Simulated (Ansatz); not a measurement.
Clean, relaxed (001) surface of Ru, space group P6_3/mmc (No. 194) (top face towards +c; atoms held fixed, by place in the list: 1, 2, 3, 4):

```yaml
crystal:
  lattice:
    - [5.40470, 0.00000, 0.00000]
    - [-2.70235, 4.68060, 0.00000]
    - [0.00000, 0.00000, 21.26597]
  atoms:
    - { symbol: Ru, position: [0.16667, 0.33333, 0.39970] }
    - { symbol: Ru, position: [0.16667, 0.83333, 0.39970] }
    - { symbol: Ru, position: [0.66667, 0.33333, 0.39970] }
    - { symbol: Ru, position: [0.66667, 0.83333, 0.39970] }
    - { symbol: Ru, position: [0.33333, 0.16667, 0.49667] }
    - { symbol: Ru, position: [0.33333, 0.66667, 0.49667] }
    - { symbol: Ru, position: [0.83333, 0.16667, 0.49667] }
    - { symbol: Ru, position: [0.83333, 0.66667, 0.49667] }
    - { symbol: Ru, position: [0.16667, 0.33333, 0.59351] }
    - { symbol: Ru, position: [0.16667, 0.83333, 0.59351] }
    - { symbol: Ru, position: [0.66667, 0.33333, 0.59351] }
    - { symbol: Ru, position: [0.66667, 0.83333, 0.59351] }
```

Method: Ansatz 0.2.0, DFT r2SCAN, scalar-relativistic, plane waves, PAW. Settings: cutoff 500 eV, Γ-centred mesh 6×6×1 on the computed 12-atom cell, Gaussian smearing of 0.10 eV; no spin polarisation. The cell repeats along c with a dipole correction in the vacuum.

Cl (atom) is adsorbed on the top face, one adsorbate per 25.3 Å², and relaxed from 2 starting sites (fractions of a and b). The adsorption energy is E(slab + adsorbate) − E(slab) − E(free adsorbate, spin-polarised where open-shell). Heights count from the highest slab atom after relaxation. Δφ is the top face's. Δp counts per cell along +c. Bonded neighbours lie within 1.25 times the sum of covalent radii (1.35 for H) and, on that scale, within 12 % of the closest. With the adsorbate the cell is lengthened along c to keep the vacuum.

```
                            start ends at E_ads (eV) height (Å) shortest contact  Δφ (eV)  Δp (e·Å)
         top (Ru) at (0.67, 0.83) (0.67, 0.83), 1 bonded neighbour (Ru)       -3.37        2.31      Cl–Ru 2.31 Å    +0.84    -0.110
hollow (Ru-Ru-Ru) at (0.00, 0.00) (0.00, 0.00), 3 bonded neighbours (Ru)       -3.93        1.99      Cl–Ru 2.51 Å    -0.13    +0.032
```

Among the sites tried, the lowest end comes from the hollow (Ru-Ru-Ru) at (0.00, 0.00) start; other sites may lie lower.

Each end is the local minimum or symmetric point that its start leads to. The slab is only 4.3 Å thick, so the energies aren't converged with thickness.

Spin polarisation was left out, and a magnetic state may lie lower.

Cost: 3 runs of about 21 core-minutes in all, on Intel Xeon Platinum 8375C (Ice Lake) (shared hosts).